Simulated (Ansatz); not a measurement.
A geometry of Ga away from equilibrium: the start of the relaxation of a generated cell, Ga placed in the black-P structure type. Calculation: PBE (plane waves to 420 eV, PAW, scalar-relativistic; Ansatz, an electronic-structure program). Γ-centred k-mesh 10×10×7 on the run's cell (coarser than for final values), Fermi–Dirac smearing 0.05 eV.

```xyz
4
Lattice="1.7217 -5.4442 0.0000 1.7217 5.4442 0.0000 0.0000 0.0000 4.5477" Properties=species:S:1:pos:R:3:forces:R:3 pbc="T T T" free_energy=-15129.410 pressure_GPa=12.5
Ga     1.7217     1.1071     2.6402    0.0000    1.8367   -2.0388
Ga     1.7217    -1.1071     1.9075    0.0000   -1.8367    2.0388
Ga     1.7217    -4.3371     4.1814    0.0000    1.8367    2.0388
Ga     1.7217     4.3371     0.3664    0.0000   -1.8367   -2.0388
```

Positions in Å, forces in eV/Å, free energy of the cell in eV (comparable only within this code, potentials and settings). Largest force: 2.74 eV/Å, on Ga1, Ga2, Ga3, Ga4 (atoms numbered as listed); the geometry lies 0.65 eV/atom above the end of its relaxation.

No spin polarisation in the result.

The run could not lose the symmetry of its start: the end is stationary, and may be a saddle point rather than a minimum.

The end of the path is a generated cell of Ga: the first start was made by placing the elements on the sites of a structure type, and the end was not matched to a known phase here, so it may be hypothetical. Known forms of Ga include space group No. 64.
